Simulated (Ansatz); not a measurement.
Phonons of AlN (zinc blende) at Γ, L = (0.5, 0.0, 0.0), X = (0.5, 0.5, 0.0).

AlN (zinc blende)

```
CELL_PARAMETERS angstrom
      0.00000     2.20161     2.20161
      2.20161     0.00000     2.20161
      2.20161     2.20161     0.00000
ATOMIC_POSITIONS crystal
  N  0.75000 0.75000 0.75000
  Al 0.00000 0.00000 0.00000
```

The numbers are results of PBE (plane waves to 420 eV, PAW, scalar-relativistic; Ansatz, a first-principles code), not measurements. DFPT wavenumbers on a 10×10×10 k mesh, in cm⁻¹; i marks imaginary ones, q is in fractions of the reciprocal vectors of the cell shown, and the three acoustic modes at Γ are left out. The non-analytic (LO-TO) term is not included, so polar modes at Γ have their transverse values. AlN was relaxed with its symmetry unable to fall.

| q | wavenumbers (cm⁻¹) |
|---|---|
| Γ | 635 (×3) |
| L = (0.5, 0.0, 0.0) | 225 (×2), 564, 625 (×2), 708 |
| X = (0.5, 0.5, 0.0) | 332 (×2), 574, 638 (×2), 695 |

The structure shows no imaginary mode at these points (lowest 225 cm⁻¹ at L = (0.5, 0.0, 0.0)); other wave vectors were not tested.

Highest mode: 708 cm⁻¹ at L = (0.5, 0.0, 0.0).
